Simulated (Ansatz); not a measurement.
A distorted cell of Be (hcp, Mg type):

```
CELL_PARAMETERS angstrom
      4.52945     0.00000     0.00000
     -1.13236     1.96131     0.00000
      0.00000     0.00000     3.56124
ATOMIC_POSITIONS crystal
  Be 0.16667 0.66667 0.75000
  Be 0.66667 0.66667 0.75000
  Be 0.39405 0.33333 0.17278
  Be 0.83333 0.33333 0.25000
```

The numbers are results of PBE (plane waves to 420 eV, PAW, scalar-relativistic; Ansatz, a first-principles code), not measurements. k mesh 19×19×11 (Γ-centred), Fermi-Dirac smearing 0.05 eV. Energies are smeared free energies. Compression counts positive. With partly filled bands, energies and forces of such displacements shift with the k mesh and the smearing. Be was relaxed with its symmetry unable to fall.

Task: Predict the force on every atom, in eV/Å.

Result: 
```csv
atom,Fx,Fy,Fz
Be1,0.401,-0.258,-1.042
Be2,0.824,0.602,-1.564
Be3,-2.316,-0.538,2.640
Be4,1.091,0.194,-0.035
```

Task: Give the stress tensor in GPa and the pressure.

Result: 
```
    6.4      4.5     -3.4
    4.5      1.4     -1.4
   -3.4     -1.4     10.0
```
The pressure, a third of the trace, is 5.9 GPa.

Task: In it atom 3 sits (0.275, 0.000, -0.275) Å away from its relaxed site. What is its energy relative to the relaxed cell?

Result: 636 meV/cell.

(A displaced cell: forces are minus the slopes of the energy, force constants its curvatures, and phonons follow from these.)
